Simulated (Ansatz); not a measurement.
Level of theory: DFT PBE, scalar-relativistic, plane waves, PAW (Ansatz). All cells share a 420 eV cutoff and Γ-centred k meshes spaced at most about 0.3 Å⁻¹ (about 0.25 or finer for metals, 2π included). No spin polarisation in the final relaxations.

Temperature and zero-point effects are left out. All come from trial cells, and lower structures may exist.

Task: Order these relaxed structures of Hf2TaN2 by energy, lowest first, with the energy over the lowest of them.
A.

```
CELL_PARAMETERS angstrom
1.56462 0.90333 8.24562
-1.56462 0.90333 8.24562
0.00000 -1.80667 8.24562
ATOMIC_POSITIONS crystal
Hf 0.56155 0.56155 0.56155
Hf 0.43845 0.43845 0.43845
Ta 0.00000 0.00000 0.00000
N 0.71731 0.71731 0.71731
N 0.28269 0.28269 0.28269
```

B.

```
CELL_PARAMETERS angstrom
3.40243 0.00000 0.00000
-1.70122 2.94659 0.00000
0.00000 0.00000 8.37667
ATOMIC_POSITIONS crystal
Hf 0.66667 0.33333 0.67420
Hf 0.33333 0.66667 0.32580
Ta 0.00000 0.00000 0.00000
N 0.66667 0.33333 0.38842
N 0.33333 0.66667 0.61158
```

C.

```
CELL_PARAMETERS angstrom
-2.13310 2.13310 4.94776
2.13310 -2.13310 4.94776
2.13310 2.13310 -4.94776
ATOMIC_POSITIONS crystal
Hf 0.25000 0.75000 0.50000
Hf 0.75000 0.25000 0.50000
Ta 0.00000 0.00000 0.00000
N 0.20548 0.20548 0.00000
N 0.79452 0.79452 0.00000
```

Result: A (0 meV/atom), C (278 meV/atom), B (307 meV/atom). Forms: A R-3m; C I4/mmm; B P-3m1. Counting N atoms around Hf and Ta (those within 1.25 times the shortest such distance or 1.15 times the sum of covalent radii; a plus sign parts nearer from farther groups; the shortest distance is added where it exceeds 1.18 times the sum of covalent radii): A has Hf 3, Ta 6; C has Hf 4, Ta 2; B has Hf 3+1, Ta 6 from 3.8 Å.

Spin–orbit coupling, which can matter for Hf and Ta, is left out. Cells relaxed within their symmetry can be saddle points. Some candidate types were left out of the draw beforehand, so a known form may be missing.
